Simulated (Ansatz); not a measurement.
Relaxed-ion elastic tensor of HfIr₃ (Cu3Au type, space group No. 221) in GPa (Voigt order), DFT-PBEsol in the program Ansatz with PAW potentials; density 20.76 g/cm³, 15.10 Å³ per atom.

|  | 1 | 2 | 3 | 4 | 5 | 6 |
|---|---|---|---|---|---|---|
| 1 | 453 | 233 | 233 | 0.0 | 0.0 | 0.0 |
| 2 | 233 | 453 | 233 | 0.0 | 0.0 | 0.0 |
| 3 | 233 | 233 | 453 | 0.0 | 0.0 | 0.0 |
| 4 | 0.0 | 0.0 | 0.0 | 228 | 0.0 | 0.0 |
| 5 | 0.0 | 0.0 | 0.0 | 0.0 | 228 | 0.0 |
| 6 | 0.0 | 0.0 | 0.0 | 0.0 | 0.0 | 228 |

Question: Is the crystal mechanically stable?

Answer: Yes: the smallest eigenvalue of C is 220 GPa.

Question: Work out the Voigt, Reuss and Hill averages.

Answer: K_V = 306, K_R = 306, K_H = 306; G_V = 181, G_R = 160, G_H = 170 GPa.

Question: Give Young's modulus, Poisson's ratio, Pugh's ratio and the universal anisotropy index.

Answer: E = 9KG/(3K + G) = 431 GPa; ν = 0.27; K/G = 1.80 (near the Pugh limit of 1.75, no verdict); A_U = 5G_V/G_R + K_V/K_R − 6 = 0.66.

Question: Estimate the sound speeds and the Debye temperature.

Answer: v_l = √((K + 4G/3)/ρ) = 5070 m/s, v_t = √(G/ρ) = 2860 m/s, mean 3180 m/s; Θ = (h/k)(3n/4πV)^(1/3) v_m = 383 K.

Question: Give the Zener ratio and Young's modulus along [100], [110] and [111].

Answer: A = 2C44/(C11 − C12) = 2.07; 1/E = S11 − 2(S11 − S12 − S44/2)Γ with Γ = 0, 1/4, 1/3 gives 295, 451, 547 GPa.

Question: Solve the Christoffel equation for the three sound speeds along [100], [110], [111].

Answer: Eigenvalues of C_ijkl n_j n_l equal ρv². In km/s, slowest first: [100] 3.31, 3.31, 4.67; [110] 2.30, 3.31, 5.24; [111] 2.68, 2.68, 5.42.

Space group Pm-3m (Cu3Au type). The first step of the workflow began from a Materials Project structure, measured or hypothetical; the Crystallography Open Database files this formula in space group No. 221, but the cells were not matched. Whether it is the stable phase at ambient conditions was not checked. Symmetry was held in the PBEsol relaxation; of distortions, only those at the zone centre were tested. No spin polarisation was allowed. As this level gives no gap, shear constants depend on the k-mesh and smearing (Fermi–Dirac, 0.1 eV here). Scalar-relativistic: spin–orbit coupling is off unless named, which matters more the heavier the elements.

Potentials: the later of the program's two PAW sets.
